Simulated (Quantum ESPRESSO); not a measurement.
TiRe2Hf3Al2, input and log of a self-consistent run

A calculation, not a measurement. The program is pw.x of Quantum ESPRESSO 7.5 (plane-wave density functional theory). The cell is made up: eight metal atoms on a face-centred cubic lattice, with elements, volume, strain and displacements drawn at random and not relaxed, so it may be unstable or far from any real phase. PseudoDojo standard norm-conserving files set the functional (PBE unless stated); there is no spin polarisation or spin-orbit coupling, the Fermi-Dirac width of 0.25 eV means electrons at about 2900 K, and the masses in the input are unused placeholders. Heavy elements are run without spin-orbit coupling, which real alloys of them have. A spin test at this wide smearing found no moment, but such smearing suppresses magnetism that the real alloy may have.

Input:

```
&control calculation='scf', pseudo_dir='./dojo.nc.sr.pbe.v0_5.standard.upf', outdir='./o', disk_io='minimal', tprnfor=.true., tstress=.true. /
&system ibrav=0, nat=8, ntyp=4, nbnd=58, ecutwfc=84.00895049, nosym=.true., tot_charge=0,
 occupations='smearing', smearing='fd', degauss=0.0183746611
/
&electrons conv_thr=1.470e-08, electron_maxstep=70, mixing_beta=0.5 /
ATOMIC_SPECIES
Al 1.0 Al.upf
Hf 1.0 Hf.upf
Re 1.0 Re.upf
Ti 1.0 Ti.upf
CELL_PARAMETERS angstrom
-0.0085 -2.0756 -2.0869
-6.2249 -2.0298 -0.0713
-2.1634 4.1112 -6.2292
ATOMIC_POSITIONS angstrom
Ti 0.112 0.0298 0.0079
Re -2.1562 2.0658 -4.2538
Hf -2.133 -0.0284 -2.059
Al -4.3091 1.9568 -6.3215
Hf -4.1909 -0.0342 -4.0889
Hf -4.2701 -2.0181 -2.038
Al -6.2351 0.0701 -6.2874
Re -6.3756 -2.0969 -4.1646
K_POINTS automatic
8 4 3 1 1 1
```

The log is shortened where brackets say so; the opening notice, blank lines, dates and the lines on written files are dropped, and the path of the files is cut. It prints rydbergs, bohrs and kilobars, and counts compression as positive stress. Its total energy is the free energy E - TS of the whole cell.

```
     Program PWSCF v.7.5
     Parallel version (MPI & OpenMP), running on       4 processor cores
     Number of MPI processes:                 4
     Threads/MPI process:                     1
     [start-up lines left out]
     bravais-lattice index     =            0
     lattice parameter (alat)  =       5.5621  a.u.
     unit-cell volume          =     962.4834 (a.u.)^3
     number of atoms/cell      =            8
     number of atomic types    =            4
     number of electrons       =        84.00
     number of Kohn-Sham states=           58
     kinetic-energy cutoff     =      84.0090  Ry
     charge density cutoff     =     336.0358  Ry
     scf convergence threshold =      1.5E-08
     mixing beta               =       0.5000
     number of iterations used =            8  plain     mixing
     Exchange-correlation= PBE
                           (   1   4   3   4   0   0   0)
     [axes and pseudopotential details left out]
   Cartesian axes
     site n.     atom                  positions (alat units)
         1        Ti     tau(   1) = (   0.0380518   0.0101245   0.0026840  )
         2        Re     tau(   2) = (  -0.7325654   0.7018521  -1.4452215  )
         3        Hf     tau(   3) = (  -0.7246832  -0.0096489  -0.6995418  )
         4        Al     tau(   4) = (  -1.4640096   0.6648195  -2.1477191  )
         5        Hf     tau(   5) = (  -1.4238513  -0.0116194  -1.3891970  )
         6        Hf     tau(   6) = (  -1.4507594  -0.6856461  -0.6924071  )
         7        Al     tau(   7) = (  -2.1183649   0.0238164  -2.1361337  )
         8        Re     tau(   8) = (  -2.1660995  -0.7124183  -1.4149159  )
     number of k points=    48  Fermi-Dirac smearing, width (Ry)=  0.0184
                       cart. coord. in units 2pi/alat
        k(    1) = (  -0.0528592  -0.0166453  -0.0713793), wk =   0.0416667
        k(    2) = (   0.0033834  -0.1953634   0.1061420), wk =   0.0416667
     [further k points left out]
     Dense  grid:   100093 G-vectors     FFT dimensions: (  36,  75,  90)
     Estimated max dynamical RAM per process >     311.56 MB
     Estimated total dynamical RAM >       1.15 GB
     Initial potential from superposition of free atoms
     starting charge      83.9873, renormalised to      84.0000
     Starting wfcs are   68 randomized atomic wfcs
     total cpu time spent up to now is        4.7 secs
     per-process dynamical memory:   235.8 Mb
     Self-consistent Calculation
     iteration #  1     ecut=    84.01 Ry     beta= 0.50
     Davidson diagonalization with overlap
     ethr =  1.00E-02,  avg # of iterations =  2.5
     total cpu time spent up to now is       15.0 secs
     total energy              =    -813.07149645 Ry
     estimated scf accuracy    <       0.91639400 Ry
     iteration #  2     ecut=    84.01 Ry     beta= 0.50
     Davidson diagonalization with overlap
     ethr =  1.09E-03,  avg # of iterations =  7.1
     total cpu time spent up to now is       28.9 secs
     total energy              =    -812.30740772 Ry
     estimated scf accuracy    <      22.35627333 Ry
     iteration #  3     ecut=    84.01 Ry     beta= 0.50
     Davidson diagonalization with overlap
     ethr =  1.09E-03,  avg # of iterations =  5.7
     total cpu time spent up to now is       41.2 secs
     total energy              =    -813.55303477 Ry
     estimated scf accuracy    <       0.49302034 Ry
     iteration #  4     ecut=    84.01 Ry     beta= 0.50
     Davidson diagonalization with overlap
     ethr =  5.87E-04,  avg # of iterations =  2.2
     total cpu time spent up to now is       50.4 secs
     total energy              =    -813.58688678 Ry
     estimated scf accuracy    <       0.35592640 Ry
     iteration #  5     ecut=    84.01 Ry     beta= 0.50
     Davidson diagonalization with overlap
     ethr =  4.24E-04,  avg # of iterations =  1.1
     total cpu time spent up to now is       58.8 secs
     total energy              =    -813.60470070 Ry
     estimated scf accuracy    <       0.07051621 Ry
     [iterations 6 to 13 left out]
     iteration # 14     ecut=    84.01 Ry     beta= 0.50
     Davidson diagonalization with overlap
     ethr =  5.38E-09,  avg # of iterations =  2.0
     total cpu time spent up to now is      151.9 secs
     total energy              =    -813.61851156 Ry
     estimated scf accuracy    <       0.00000179 Ry
     iteration # 15     ecut=    84.01 Ry     beta= 0.50
     Davidson diagonalization with overlap
     ethr =  2.13E-09,  avg # of iterations =  1.0
     total cpu time spent up to now is      160.3 secs
     total energy              =    -813.61851167 Ry
     estimated scf accuracy    <       0.00000056 Ry
     iteration # 16     ecut=    84.01 Ry     beta= 0.50
     Davidson diagonalization with overlap
     ethr =  6.72E-10,  avg # of iterations =  2.0
     total cpu time spent up to now is      169.4 secs
     total energy              =    -813.61851169 Ry
     estimated scf accuracy    <       0.00000051 Ry
     iteration # 17     ecut=    84.01 Ry     beta= 0.50
     Davidson diagonalization with overlap
     ethr =  6.06E-10,  avg # of iterations =  1.0
     total cpu time spent up to now is      177.7 secs
     total energy              =    -813.61851173 Ry
     estimated scf accuracy    <       0.00000011 Ry
     iteration # 18     ecut=    84.01 Ry     beta= 0.50
     Davidson diagonalization with overlap
     ethr =  1.33E-10,  avg # of iterations =  1.2
     total cpu time spent up to now is      186.2 secs
     End of self-consistent calculation
     [lines on levels left out]
!    total energy              =    -813.61851174 Ry
     estimated scf accuracy    <          7.7E-09 Ry
     smearing contrib. (-TS)   =      -0.12641085 Ry
     internal energy E=F+TS    =    -813.49210089 Ry
     The total energy is F=E-TS. E is the sum of the following terms:
     one-electron contribution =    -279.84791550 Ry
     hartree contribution      =     173.13985355 Ry
     xc contribution           =    -176.74068879 Ry
     ewald contribution        =    -530.04335015 Ry
     convergence has been achieved in  18 iterations
     Forces acting on atoms (cartesian axes, Ry/au):
     atom    1 type  4   force =    -0.04994646   -0.04538373    0.04878215
     atom    2 type  3   force =     0.03302653   -0.00916968    0.00843234
     atom    3 type  2   force =     0.08048097    0.01125140    0.00571949
     atom    4 type  1   force =     0.05763447    0.00126725    0.01790242
     atom    5 type  2   force =    -0.04899963    0.05219564   -0.06010533
     atom    6 type  2   force =     0.00271356   -0.01760083   -0.00192039
     atom    7 type  1   force =    -0.04663188   -0.04278682    0.03260310
     atom    8 type  3   force =    -0.02827756    0.05022679   -0.05141378
     Total force =     0.196349     Total SCF correction =     0.000363
     Computing stress (Cartesian axis) and pressure
          total   stress  (Ry/bohr**3)                   (kbar)     P=       22.64
   0.00004486   0.00006197  -0.00004460            6.60        9.12       -6.56
   0.00006197   0.00017538   0.00004322            9.12       25.80        6.36
  -0.00004460   0.00004322   0.00024143           -6.56        6.36       35.52
     init_run     :      4.38s CPU      4.57s WALL (       1 calls)
     electrons    :    180.79s CPU    181.53s WALL (       1 calls)
     forces       :      2.09s CPU      2.10s WALL (       1 calls)
     stress       :      7.15s CPU      7.34s WALL (       1 calls)
     [timing details left out]
     PWSCF        :   3m14.57s CPU   3m15.73s WALL
     JOB DONE.
```

In other units: free energy -11069.844 eV for the cell, pressure 2.26 GPa, largest force component 2.069 eV/Å in size. The run took 198 s of wall time with four MPI processes on a shared machine (Intel Xeon, 2023 or later, virtual cores), so the time is rough. A rerun of this cell at a higher cutoff and on a denser mesh moved values by no more than 0.002 eV in energy, 0.02 GPa in stress and 0.005 eV/Å in force, and a second program with other atomic files agreed on that cell to 2 % rms in force and 0.5 GPa in pressure.